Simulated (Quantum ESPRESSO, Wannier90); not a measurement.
**Wannierisation of YTl (CsCl type)**

Cell from Materials Project (mp-11575), symmetrised, no further relaxation. COD (Crystallography Open Database) has an entry of this formula and space group (matched by these alone). Method: LDA plane waves in Quantum ESPRESSO 7.5 (PseudoDojo norm-conserving files, 58 Ry, no spin polarisation, no spin-orbit coupling), Bloch states on a 8×8×8 mesh through Γ, Wannier90 4.0.1. Density: 12×12×12 mesh, cold smearing 0.01 Ry. Spin-orbit coupling is left out although heavy elements are present.

On the energy scale of pw.x, whose zero is arbitrary, the Fermi level lies at 11.81 eV.

Input w.win:

```
num_bands = 22
num_wann = 13
exclude_bands = 1-9
num_iter = 1000
conv_tol = 1.0e-6
conv_window = 4
dis_num_iter = 1000
dis_conv_tol = 1.0e-6
dis_froz_max = 13.31
write_hr = true
write_u_matrices = true
begin projections
f=0.51003,0.50688,0.49478: s;p;d
f=-0.00603,-0.01170,0.00138: s;p
end projections
begin unit_cell_cart
ang
    3.7776000000    0.0000000000    0.0000000000
    0.0000000000    3.7776000000    0.0000000000
    0.0000000000    0.0000000000    3.7776000000
end unit_cell_cart
begin atoms_frac
Y    0.5000000000  0.5000000000  0.5000000000
Tl   0.0000000000  0.0000000000  0.0000000000
end atoms_frac
mp_grid = 8 8 8
begin kpoints
0.0000000000 0.0000000000 0.0000000000
0.0000000000 0.0000000000 0.1250000000
0.0000000000 0.0000000000 0.2500000000
... (509 more lines: the 8x8x8 mesh through Gamma)
end kpoints
```

Input of pw2wannier90.x that gives the overlap and projection files (equivalent; here they were cut from one run over all bands):

```
&inputpp
  outdir = './out'
  prefix = 'pwscf'
  seedname = 'w'
  write_amn = .true.
  write_mmn = .true.
/
```

Output w.wout (banner and timings cut):

```
                                    ------
                                    SYSTEM
                                    ------

                              Lattice Vectors (Ang)
                    a_1     3.777600   0.000000   0.000000
                    a_2     0.000000   3.777600   0.000000
                    a_3     0.000000   0.000000   3.777600

                   Unit Cell Volume:      53.90734  (Ang^3)

                        Reciprocal-Space Vectors (Ang^-1)
                    b_1     1.663274   0.000000   0.000000
                    b_2     0.000000   1.663274   0.000000
                    b_3     0.000000   0.000000   1.663274

 *----------------------------------------------------------------------------*
 |   Site       Fractional Coordinate          Cartesian Coordinate (Ang)     |
 +----------------------------------------------------------------------------+
 | y    1   0.50000   0.50000   0.50000   |    1.88880   1.88880   1.88880    |
 | tl   1   0.00000   0.00000   0.00000   |    0.00000   0.00000   0.00000    |
 *----------------------------------------------------------------------------*
                                ------------
                                K-POINT GRID
                                ------------

             Grid size =  8 x  8 x  8      Total points =  512

 *---------------------------------- MAIN ------------------------------------*
 |  Number of Wannier Functions               :                13             |
 |  Number of Objective Wannier Functions     :                13             |
 |  Number of input Bloch states              :                22             |
 |  Output verbosity (1=low, 5=high)          :                 1             |
 |  Timing Level (1=low, 5=high)              :                 1             |
 |  Optimisation (0=memory, 3=speed)          :                 3             |
 |  Length Unit                               :               Ang             |
 |  Post-processing setup (write *.nnkp)      :                 F             |
 |  Using Gamma-only branch of algorithms     :                 F             |
 *----------------------------------------------------------------------------*
 *------------------------------- WANNIERISE ---------------------------------*
 |  Total number of iterations                :              1000             |
 |  Number of CG steps before reset           :                 5             |
 |  Trial step length for line search         :             2.000             |
 |  Convergence tolerence                     :         0.100E-05             |
 |  Convergence window                        :                 4             |
 |  Iterations between writing output         :                 1             |
 |  Iterations between backing up to disk     :               100             |
 |  Write r^2_nm to file                      :                 F             |
 |  Write xyz WF centres to file              :                 F             |
 |  Write on-site energies <0n|H|0n> to file  :                 F             |
 |  Use guiding centre to control phases      :                 F             |
 |  Use phases for initial projections        :                 F             |
 *----------------------------------------------------------------------------*
 *------------------------------- DISENTANGLE --------------------------------*
 |  Using band disentanglement                :                 T             |
 |  Total number of iterations                :              1000             |
 |  Mixing ratio                              :             0.500             |
 |  Convergence tolerence                     :         1.000E-06             |
 |  Convergence window                        :                 3             |
 *----------------------------------------------------------------------------*
 *-------------------------------- PLOTTING ----------------------------------*
 |  Plotting Hamiltonian in WF basis          :                 T             |
 *----------------------------------------------------------------------------*

       ... (k-mesh section left out)

 Starting a new Wannier90 calculation ...

 Reading overlaps from w.mmn

 Reading projections from w.amn

 *------------------------------- DISENTANGLE --------------------------------*
 +----------------------------------------------------------------------------+
 |                              Energy  Windows                               |
 |                              ---------------                               |
 |                   Outer:    2.85381  to   34.79848  (eV)                   |
 |                   Inner:    2.85381  to   13.31000  (eV)                   |
 +----------------------------------------------------------------------------+
   Number of target bands to extract:   13

                   Unitarised projection of Wannier functions
                   ------------------------------------------
   A_mn = <psi_m|g_n> --> S = A.A^+ --> U = S^-1/2.A
   In dis_project... done
   Using an inner window (linner = T)
   In dis_proj_froz... done

                   Extraction of optimally-connected subspace
                   ------------------------------------------
 +---------------------------------------------------------------------+<-- DIS
 |  Iter     Omega_I(i-1)      Omega_I(i)      Delta (frac.)           |<-- DIS
 +---------------------------------------------------------------------+<-- DIS
       1      28.13053517      25.82100786       8.944E-02    <-- DIS
       2      26.57562933      25.07530437       5.983E-02    <-- DIS
       3      25.69522182      24.52634207       4.766E-02    <-- DIS
       4      25.00425359      24.09351559       3.780E-02    <-- DIS
       5      24.46100124      23.74295452       3.024E-02    <-- DIS
       6      24.02845807      23.45373495       2.450E-02    <-- DIS
       ... (lines left out)
     101      21.44856473      21.44848923       3.520E-06    <-- DIS
       ... (lines left out)
     111      21.44689753      21.44687903       8.626E-07    <-- DIS
     112      21.44676905      21.44675448       6.792E-07    <-- DIS
     113      21.44664626      21.44663537       5.075E-07    <-- DIS

             <<<      Delta < 1.000E-06  over  3 iterations     >>>
             <<< Disentanglement convergence criteria satisfied >>>

        Final Omega_I    21.44663537 (Ang^2)

 +----------------------------------------------------------------------------+

 Writing checkpoint file w.chk... done

 *------------------------------- WANNIERISE ---------------------------------*
 +--------------------------------------------------------------------+<-- CONV
 | Iter  Delta Spread     RMS Gradient      Spread (Ang^2)            |<-- CONV
 +--------------------------------------------------------------------+<-- CONV

 ------------------------------------------------------------------------------
 Initial State
  WF centre and spread    1  (  1.819451,  1.841432,  1.924866 )     3.40312739
  WF centre and spread    2  (  1.910943,  1.904056,  1.857422 )     4.33175930
  WF centre and spread    3  (  1.950244,  1.904088,  1.877214 )     4.33380329
  WF centre and spread    4  (  1.910916,  1.930876,  1.877235 )     4.33079032
  WF centre and spread    5  (  1.880666,  1.883230,  1.907587 )     1.83743570
  WF centre and spread    6  (  1.864488,  1.889124,  1.901327 )     1.64043605
  WF centre and spread    7  (  1.889225,  1.872102,  1.901479 )     1.64011955
  WF centre and spread    8  (  1.862453,  1.870539,  1.888322 )     1.83884459
  WF centre and spread    9  (  1.864541,  1.872368,  1.888556 )     1.64214609
  WF centre and spread   10  ( -0.022890, -0.042999,  0.005577 )     1.85167941
  WF centre and spread   11  ( -0.003120, -0.002328, -0.008614 )     2.65172797
  WF centre and spread   12  (  0.028337, -0.002328,  0.001548 )     2.65221718
  WF centre and spread   13  ( -0.003105,  0.046440,  0.001580 )     2.65208751
  Sum of centres and spreads ( 16.952149, 16.966600, 17.024099 )    34.80617434

      0     0.348E+02     0.0000000000       34.8061743383  <-- CONV
        O_D=      0.0129673 O_OD=     13.3465717 O_TOT=     34.8061743 <-- SPRD
 ------------------------------------------------------------------------------
      1    -0.219E+00     0.3259996731       34.5866922880  <-- CONV
        O_D=      0.0060406 O_OD=     13.1340164 O_TOT=     34.5866923 <-- SPRD
      2    -0.208E+00     0.3232559710       34.3785352426  <-- CONV
        O_D=      0.0031764 O_OD=     12.9287235 O_TOT=     34.3785352 <-- SPRD
      3    -0.130E+00     0.2951355632       34.2486836665  <-- CONV
        O_D=      0.0031993 O_OD=     12.7988490 O_TOT=     34.2486837 <-- SPRD
      4    -0.699E-01     0.2223852952       34.1787958761  <-- CONV
        O_D=      0.0024389 O_OD=     12.7297216 O_TOT=     34.1787959 <-- SPRD
      5    -0.430E-01     0.1660291405       34.1358112662  <-- CONV
        O_D=      0.0019362 O_OD=     12.6872397 O_TOT=     34.1358113 <-- SPRD
       ... (lines left out)
    100    -0.562E-02     0.0703470987       26.8167615079  <-- CONV
        O_D=      0.0042194 O_OD=      5.3659068 O_TOT=     26.8167615 <-- SPRD
       ... (lines left out)
    200    -0.547E-04     0.0053070926       26.7278811158  <-- CONV
        O_D=      0.0016094 O_OD=      5.2796364 O_TOT=     26.7278811 <-- SPRD
       ... (lines left out)
    300    -0.573E-05     0.0016764831       26.7252657663  <-- CONV
        O_D=      0.0015765 O_OD=      5.2770539 O_TOT=     26.7252658 <-- SPRD
       ... (lines left out)
    400    -0.379E-05     0.0018923955       26.7247778867  <-- CONV
        O_D=      0.0015788 O_OD=      5.2765637 O_TOT=     26.7247779 <-- SPRD
       ... (lines left out)
    500    -0.214E-05     0.0011169184       26.7244693340  <-- CONV
        O_D=      0.0015781 O_OD=      5.2762559 O_TOT=     26.7244693 <-- SPRD
       ... (lines left out)
    600    -0.151E-05     0.0008916570       26.7242039667  <-- CONV
        O_D=      0.0015775 O_OD=      5.2759911 O_TOT=     26.7242040 <-- SPRD
       ... (lines left out)
    700    -0.690E-06     0.0005276435       26.7238550391  <-- CONV
        O_D=      0.0015761 O_OD=      5.2756435 O_TOT=     26.7238550 <-- SPRD
       ... (lines left out)
    713    -0.975E-06     0.0004788287       26.7238138933  <-- CONV
        O_D=      0.0015763 O_OD=      5.2756022 O_TOT=     26.7238139 <-- SPRD
    714    -0.942E-06     0.0012693375       26.7238129516  <-- CONV
        O_D=      0.0015761 O_OD=      5.2756014 O_TOT=     26.7238130 <-- SPRD
    715    -0.717E-06     0.0005144600       26.7238122346  <-- CONV
        O_D=      0.0015761 O_OD=      5.2756008 O_TOT=     26.7238122 <-- SPRD
             <<<     Delta < 1.000E-06  over  4 iterations     >>>
             <<< Wannierisation convergence criteria satisfied >>>
 Final State
  WF centre and spread    1  (  0.835566,  1.897513,  1.881640 )     2.26692257
  WF centre and spread    2  (  1.896715,  1.894406,  0.883556 )     2.27583964
  WF centre and spread    3  (  2.877666,  1.893437,  1.884879 )     2.27448139
  WF centre and spread    4  (  1.896091,  2.888318,  1.884755 )     2.27408565
  WF centre and spread    5  (  1.900400,  1.896536,  2.927432 )     2.26636573
  WF centre and spread    6  (  1.875370,  1.888478,  1.896252 )     1.62370855
  WF centre and spread    7  (  1.888440,  1.879489,  1.895994 )     1.62466246
  WF centre and spread    8  (  1.900601,  0.844835,  1.882315 )     2.26829060
  WF centre and spread    9  (  1.875494,  1.879573,  1.888912 )     1.62490613
  WF centre and spread   10  ( -0.355816, -0.423797,  0.341947 )     2.05381493
  WF centre and spread   11  ( -0.110049, -0.084533, -0.633363 )     2.05928290
  WF centre and spread   12  (  0.631934, -0.095708,  0.121296 )     2.05593470
  WF centre and spread   13  ( -0.160852,  0.607555,  0.165789 )     2.05551697
  Sum of centres and spreads ( 16.951561, 16.966103, 17.021405 )    26.72381223

         Spreads (Ang^2)       Omega I      =    21.446635374
        ================       Omega D      =     0.001576051
                               Omega OD     =     5.275600810
    Final Spread (Ang^2)       Omega Total  =    26.723812235
```
